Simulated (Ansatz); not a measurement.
A relaxation computed with Ansatz, from input to last step.

```yaml
crystal:
  lattice:
    - [1.9138849045, -5.0662591232, 0.0]
    - [1.9138849045, 5.0662591232, 0.0]
    - [0.0, 0.0, 10.1325759249]
  atoms:
    - { symbol: Nb, position: [0.868228891, 0.131771109, 0.4412096569] }
    - { symbol: Nb, position: [0.868228891, 0.131771109, 0.0587903431] }
    - { symbol: Nb, position: [0.7969294861, 0.2030705139, 0.75] }
    - { symbol: Nb, position: [0.2030705139, 0.7969294861, 0.25] }
    - { symbol: Nb, position: [0.131771109, 0.868228891, 0.5587903431] }
    - { symbol: Nb, position: [0.131771109, 0.868228891, 0.9412096569] }
    - { symbol: "N", position: [0.6911014788, 0.3088985212, 0.926274745] }
    - { symbol: "N", position: [0.9531614186, 0.0468385814, 0.6204352503] }
    - { symbol: "N", position: [0.9531614186, 0.0468385814, 0.8795647497] }
    - { symbol: "N", position: [0.6911014788, 0.3088985212, 0.573725255] }
    - { symbol: "N", position: [0.7650777264, 0.2349222736, 0.25] }
    - { symbol: "N", position: [0.0468385814, 0.9531614186, 0.3795647497] }
    - { symbol: "N", position: [0.3088985212, 0.6911014788, 0.073725255] }
    - { symbol: "N", position: [0.3088985212, 0.6911014788, 0.426274745] }
    - { symbol: "N", position: [0.2349222736, 0.7650777264, 0.75] }
    - { symbol: "N", position: [0.0468385814, 0.9531614186, 0.1204352503] }
basis:
  ecutwfc: 420
kpoints:
  mp_grid: { grid: [8, 8, 4] }
hamiltonian:
  xc: pbesol
scf:
  occupations: { method: gaussian, width: 0.02 }
output:
  forces: true
  stress: true
  eigenvalues: true
relax:
  adjacent_minimum: "off"
  f_tol: 0.01
  max_steps: 30
  cell: { stress_tol: 0.1, fix: [volume] }
```

```bash
ansatz run input.yaml --threads 4 --pin off --max-ram 10240MiB --backend cpu --events-out ev --progress --plain --runs-dir out
```

Computed with DFT PBEsol, scalar-relativistic, plane waves, PAW (Ansatz 0.2.0).

The volume is held at 0.97 times that of the relaxed cell.

Of 7 frames 6 are shown, positions in Å and forces in eV/Å; the SCF threshold varies from step to step. Steps run on the plane waves of an earlier cell, with a Pulay correction in the pressure. The basis is chosen afresh for the last frame, the zero of the energies, and at times for earlier ones too; energy and pressure can step there, also at an unchanged geometry. Where two frames share a geometry here, they differ by under 2 meV/atom and 0.3 GPa. The mark taken_back stands on steps that the optimiser undid.

```xyz
16
Lattice="1.9139 -5.0663 0.0000 1.9139 5.0663 0.0000 0.0000 0.0000 10.1326" Properties=species:S:1:pos:R:3:forces:R:3 pbc="T T T" step=1 free_energy_over_end_meV_per_atom=0.69 pressure_GPa=8.17
Nb    1.9139   -3.7311    4.4706    0.0000    0.1817   -0.0901
Nb    1.9139   -3.7311    0.5957    0.0000    0.1817    0.0901
Nb    1.9139   -3.0086    7.5994    0.0000   -0.0316    0.0000
Nb    1.9139    3.0086    2.5331    0.0000    0.0316    0.0000
Nb    1.9139    3.7311    5.6620    0.0000   -0.1817    0.0901
Nb    1.9139    3.7311    9.5369    0.0000   -0.1817   -0.0901
N     1.9139   -1.9363    9.3855    0.0000    0.0835    0.0934
N     1.9139   -4.5917    6.2866    0.0000    0.0426    0.2592
N     1.9139   -4.5917    8.9123    0.0000    0.0426   -0.2592
N     1.9139   -1.9363    5.8133    0.0000    0.0835   -0.0934
N     1.9139   -2.6859    2.5331    0.0000   -0.0263    0.0000
N     1.9139    4.5917    3.8460    0.0000   -0.0426   -0.2592
N     1.9139    1.9363    0.7470    0.0000   -0.0835   -0.0934
N     1.9139    1.9363    4.3193    0.0000   -0.0835    0.0934
N     1.9139    2.6859    7.5994    0.0000    0.0263    0.0000
N     1.9139    4.5917    1.2203    0.0000   -0.0426    0.2592
16
Lattice="1.9160 -5.0760 0.0000 1.9160 5.0760 0.0000 0.0000 0.0000 10.1019" Properties=species:S:1:pos:R:3:forces:R:3 pbc="T T T" step=2 free_energy_over_end_meV_per_atom=0.19 pressure_GPa=7.69
Nb    1.9160   -3.7395    4.4586    0.0000    0.0845   -0.0660
Nb    1.9160   -3.7395    0.5923    0.0000    0.0845    0.0660
Nb    1.9160   -3.0068    7.5764    0.0000   -0.0761    0.0000
Nb    1.9160    3.0068    2.5255    0.0000    0.0761    0.0000
Nb    1.9160    3.7395    5.6433    0.0000   -0.0845    0.0660
Nb    1.9160    3.7395    9.5095    0.0000   -0.0845   -0.0660
N     1.9160   -1.9323    9.3658    0.0000   -0.0056    0.0285
N     1.9160   -4.6024    6.2805    0.0000    0.0392    0.0299
N     1.9160   -4.6024    8.8723    0.0000    0.0392   -0.0299
N     1.9160   -1.9323    5.7870    0.0000   -0.0056   -0.0285
N     1.9160   -2.6941    2.5255    0.0000   -0.0444    0.0000
N     1.9160    4.6024    3.8213    0.0000   -0.0392   -0.0299
N     1.9160    1.9323    0.7360    0.0000    0.0056   -0.0285
N     1.9160    1.9323    4.3149    0.0000    0.0056    0.0285
N     1.9160    2.6941    7.5764    0.0000    0.0444    0.0000
N     1.9160    4.6024    1.2296    0.0000   -0.0392    0.0299
16
Lattice="1.9169 -5.0670 0.0000 1.9169 5.0670 0.0000 0.0000 0.0000 10.1151" Properties=species:S:1:pos:R:3:forces:R:3 pbc="T T T" step=3 free_energy_over_end_meV_per_atom=0.06 pressure_GPa=7.65
Nb    1.9169   -3.7304    4.4626    0.0000    0.0275   -0.0284
Nb    1.9169   -3.7304    0.5949    0.0000    0.0275    0.0284
Nb    1.9169   -3.0011    7.5863    0.0000   -0.0845    0.0000
Nb    1.9169    3.0011    2.5288    0.0000    0.0845    0.0000
Nb    1.9169    3.7304    5.6525    0.0000   -0.0275    0.0284
Nb    1.9169    3.7304    9.5201    0.0000   -0.0275   -0.0284
N     1.9169   -1.9290    9.3787    0.0000    0.0095    0.0118
N     1.9169   -4.5922    6.2885    0.0000    0.0019    0.0089
N     1.9169   -4.5922    8.8841    0.0000    0.0019   -0.0089
N     1.9169   -1.9290    5.7939    0.0000    0.0095   -0.0118
N     1.9169   -2.6913    2.5288    0.0000   -0.0444    0.0000
N     1.9169    4.5922    3.8266    0.0000   -0.0019   -0.0089
N     1.9169    1.9290    0.7364    0.0000   -0.0095   -0.0118
N     1.9169    1.9290    4.3211    0.0000   -0.0095    0.0118
N     1.9169    2.6913    7.5863    0.0000    0.0444    0.0000
N     1.9169    4.5922    1.2310    0.0000   -0.0019    0.0089
16
Lattice="1.9195 -5.0637 0.0000 1.9195 5.0637 0.0000 0.0000 0.0000 10.1079" Properties=species:S:1:pos:R:3:forces:R:3 pbc="T T T" step=4 free_energy_over_end_meV_per_atom=0.08 pressure_GPa=7.56 taken_back
Nb    1.9195   -3.7250    4.4548    0.0000    0.0374    0.0241
Nb    1.9195   -3.7250    0.5991    0.0000    0.0374   -0.0241
Nb    1.9195   -3.0076    7.5809    0.0000    0.0564    0.0000
Nb    1.9195    3.0076    2.5270    0.0000   -0.0564    0.0000
Nb    1.9195    3.7250    5.6531    0.0000   -0.0374   -0.0241
Nb    1.9195    3.7250    9.5088    0.0000   -0.0374    0.0241
N     1.9195   -1.9276    9.3747    0.0000    0.0086   -0.0299
N     1.9195   -4.5917    6.2839    0.0000    0.0597    0.0410
N     1.9195   -4.5917    8.8779    0.0000    0.0597   -0.0410
N     1.9195   -1.9276    5.7872    0.0000    0.0086    0.0299
N     1.9195   -2.6971    2.5270    0.0000    0.0722    0.0000
N     1.9195    4.5917    3.8240    0.0000   -0.0597   -0.0410
N     1.9195    1.9276    0.7332    0.0000   -0.0086    0.0299
N     1.9195    1.9276    4.3207    0.0000   -0.0086   -0.0299
N     1.9195    2.6971    7.5809    0.0000   -0.0722    0.0000
N     1.9195    4.5917    1.2300    0.0000   -0.0597    0.0410
16
Lattice="1.9176 -5.0656 0.0000 1.9176 5.0656 0.0000 0.0000 0.0000 10.1143" Properties=species:S:1:pos:R:3:forces:R:3 pbc="T T T" step=5 free_energy_over_end_meV_per_atom=0.00 pressure_GPa=7.59
Nb    1.9176   -3.7277    4.4603    0.0000    0.0041   -0.0037
Nb    1.9176   -3.7277    0.5968    0.0000    0.0041    0.0037
Nb    1.9176   -3.0044    7.5858    0.0000   -0.0294    0.0000
Nb    1.9176    3.0044    2.5286    0.0000    0.0294    0.0000
Nb    1.9176    3.7277    5.6540    0.0000   -0.0041    0.0037
Nb    1.9176    3.7277    9.5175    0.0000   -0.0041   -0.0037
N     1.9176   -1.9284    9.3784    0.0000    0.0048    0.0062
N     1.9176   -4.5913    6.2883    0.0000   -0.0028   -0.0029
N     1.9176   -4.5913    8.8832    0.0000   -0.0028    0.0029
N     1.9176   -1.9284    5.7931    0.0000    0.0048   -0.0062
N     1.9176   -2.6927    2.5286    0.0000   -0.0116    0.0000
N     1.9176    4.5913    3.8261    0.0000    0.0028    0.0029
N     1.9176    1.9284    0.7359    0.0000   -0.0048   -0.0062
N     1.9176    1.9284    4.3212    0.0000   -0.0048    0.0062
N     1.9176    2.6927    7.5858    0.0000    0.0116    0.0000
N     1.9176    4.5913    1.2311    0.0000    0.0028   -0.0029
16
Lattice="1.9177 -5.0649 0.0000 1.9177 5.0649 0.0000 0.0000 0.0000 10.1154" Properties=species:S:1:pos:R:3:forces:R:3 pbc="T T T" step=7 free_energy_over_end_meV_per_atom=0.00 pressure_GPa=7.58
Nb    1.9177   -3.7264    4.4605    0.0000    0.0043   -0.0013
Nb    1.9177   -3.7264    0.5972    0.0000    0.0043    0.0013
Nb    1.9177   -3.0063    7.5866    0.0000    0.0023    0.0000
Nb    1.9177    3.0063    2.5289    0.0000   -0.0023    0.0000
Nb    1.9177    3.7264    5.6549    0.0000   -0.0043    0.0013
Nb    1.9177    3.7264    9.5182    0.0000   -0.0043   -0.0013
N     1.9177   -1.9279    9.3796    0.0000   -0.0014    0.0006
N     1.9177   -4.5910    6.2887    0.0000   -0.0001   -0.0004
N     1.9177   -4.5910    8.8844    0.0000   -0.0001    0.0004
N     1.9177   -1.9279    5.7935    0.0000   -0.0014   -0.0006
N     1.9177   -2.6928    2.5289    0.0000    0.0007    0.0000
N     1.9177    4.5910    3.8267    0.0000    0.0001    0.0004
N     1.9177    1.9279    0.7358    0.0000    0.0014   -0.0006
N     1.9177    1.9279    4.3219    0.0000    0.0014    0.0006
N     1.9177    2.6928    7.5866    0.0000   -0.0007    0.0000
N     1.9177    4.5910    1.2310    0.0000    0.0001   -0.0004
```

Time: 45 s on 4 threads of AMD EPYC 9R45 96-Core Processor (Zen 5) (shared host), peak memory 1.2 GiB.